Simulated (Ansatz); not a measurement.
The end of the path is a generated cell of KSnCl3: the first start was made by placing the elements on the sites of a structure type, and the end was not matched to a known phase here, so it may be hypothetical.

A geometry of KSnCl$_{3}$ away from equilibrium: the start of the relaxation of a generated cell, KSnCl3 placed in the GdFeO3 structure type. The numbers are results of r2SCAN (plane waves to 500 eV, PAW, scalar-relativistic; Ansatz, a program for electronic structure), not measurements. Γ-centred k-mesh 3×2×3 on the run's cell (coarser than for final values), Fermi–Dirac smearing 0.05 eV.

```xyz
20
Lattice="7.4011 0.0000 0.0000 0.0000 10.4429 0.0000 0.0000 0.0000 7.3764" Properties=species:S:1:pos:R:3:forces:R:3 pbc="T T T" free_energy=-43356.594 pressure_GPa=4.8
K      3.6095     2.6107     7.3144   -0.1617    0.0000    0.0548
K      7.3100     2.6107     3.7501   -0.1617    0.0000   -0.0548
K      3.7916     7.8322     0.0620    0.1617    0.0000   -0.0548
K      0.0910     7.8322     3.6262    0.1617    0.0000    0.0548
Sn     0.0000     0.0000     0.0000    0.0000    0.0000    0.0000
Sn     3.7005     5.2214     3.6882    0.0000    0.0000    0.0000
Sn     0.0000     5.2214     0.0000    0.0000    0.0000    0.0000
Sn     3.7005     0.0000     3.6882    0.0000    0.0000    0.0000
Cl     0.2317     2.6107     0.4323    0.0861    0.0000    0.4472
Cl     3.9322     2.6107     3.2559    0.0861    0.0000   -0.4472
Cl     7.1694     7.8322     6.9441   -0.0861    0.0000   -0.4472
Cl     3.4689     7.8322     4.1204   -0.0861    0.0000    0.4472
Cl     2.1315     5.6078     1.5712    0.1087    0.1716   -0.2308
Cl     5.8320    10.0565     2.1170    0.1087   -0.1716    0.2308
Cl     5.2696     0.3864     5.8052   -0.1087    0.1716    0.2308
Cl     1.5690     4.8351     5.2593   -0.1087   -0.1716   -0.2308
Cl     5.2696     4.8351     5.8052   -0.1087   -0.1716    0.2308
Cl     1.5690     0.3864     5.2593   -0.1087    0.1716   -0.2308
Cl     2.1315    10.0565     1.5712    0.1087   -0.1716   -0.2308
Cl     5.8320     5.6078     2.1170    0.1087    0.1716    0.2308
```

Positions in Å, forces in eV/Å, free energy of the cell in eV (comparable only within this code, potentials and settings). Largest force: 0.46 eV/Å, on Cl9, Cl10, Cl11, Cl12 (atoms numbered as listed); the geometry lies 0.09 eV/atom above the end of its relaxation.

No spin polarisation in the result.

The run could not lose the symmetry of its start, so the end can be a saddle point.
